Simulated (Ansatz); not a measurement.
BN in space group P6_3mc (No. 186; Pearson symbol hP12) under volume change, plane-wave PAW PBE+D3(BJ) (Ansatz code), shape and atoms relaxed at each volume.

| V (Å³/atom) | E − E(relaxed) (meV/atom) | P (GPa) |
|---|---|---|
| 8.164 | 9.1 | 4.25 |
| 8.433 | 3.6 | 2.38 |
| 8.702 | 0.8 | 0.99 |
| 8.971 | 0.0 | -0.01 |
| 9.240 | 0.6 | -0.70 |
| 9.509 | 2.2 | -1.16 |
| 9.778 | 4.4 | -1.42 |

Question: What does a third-order Birch–Murnaghan fit give for V₀, B₀ and B′?

Answer: V₀ = 8.97 Å³/atom, B₀ = 27.9 GPa, B′ = 11.1.

The start of the workflow was typed in or built on a structure type. Its sites differ from those of the usual phase in this space group: another stacking or structure type. The PBE+D3(BJ) relaxation kept the symmetry of its start; whether a distortion lowers the energy is not shown.

Potentials: the earlier of the program's two PAW sets.
